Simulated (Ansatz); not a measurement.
The start is a relaxed BN cell deformed by the Cartesian strain tensor (xx, yy, zz, yz, xz, xy) = (0.097, -0.009, 0.050, 0.079, 0.093, -0.002). The structure is fully relaxed (lattice and positions, P = 0) with PBE (plane waves to 420 eV, PAW, scalar-relativistic; Ansatz, an electronic-structure program). The first steps use a coarse 8×8×2 k-mesh.

Initial structure:
```
CELL_PARAMETERS angstrom
      2.80790    -0.00512     0.23804
     -1.40839     2.19931     0.05610
      1.17110     0.99481    13.22214
ATOMIC_POSITIONS crystal
  B  0.00000 0.00000 0.00006
  B  0.00000 0.00000 0.50006
  B  0.66667 0.33333 0.83268
  B  0.33333 0.66667 0.33268
  B  0.66667 0.33333 0.16656
  B  0.33333 0.66667 0.66656
  N  0.00000 0.00000 0.87440
  N  0.00000 0.00000 0.37440
  N  0.66667 0.33333 0.70808
  N  0.33333 0.66667 0.20808
  N  0.66667 0.33333 0.04191
  N  0.33333 0.66667 0.54191
```

Task: How large is the pressure on the unrelaxed cell, and of which sign?

Result: -28.2 GPa (negative: the cell is under tension).

Task: How much energy is released per atom?

Result: 0.47 eV/atom.

Task: How do the shortest distances between atoms change?

Result: The closest pairs of elements (up to four, under 3.6 Å), start → end: B–N 1.49 → 1.57 Å; B–B 2.42 → 2.56 Å; N–N 2.42 → 2.56 Å.

Task: Is the relaxed structure metallic? Give its gap.

Result: 5.19 eV, indirect (valence top at Γ, conduction bottom at M) (no spin-orbit coupling).

Relaxed structure:

Space group P6₃mc (No. 186); a = 2.560 Å, b = 2.560 Å, c = 12.592 Å, α = 90.00°, β = 90.00°, γ = 120.00°

```tsv
atom	site	symmetry	x	y	z
B	2a	3m.	0.0000	0.0000	0.0001
B	2b	3m.	0.3333	0.6667	0.3327
B	2b	3m.	0.6667	0.3333	0.1666
N	2a	3m.	0.0000	0.0000	0.3744
N	2b	3m.	0.3333	0.6667	0.2081
N	2b	3m.	0.6667	0.3333	0.0419
```

Final values are on a 12×12×2 k-mesh of the relaxed cell. No spin polarisation in the result.

The first start was generated by placing the elements on the sites of a structure type. A measured structure of BN has the same space group, P6₃mc (No. 186); the sites were not compared with it.
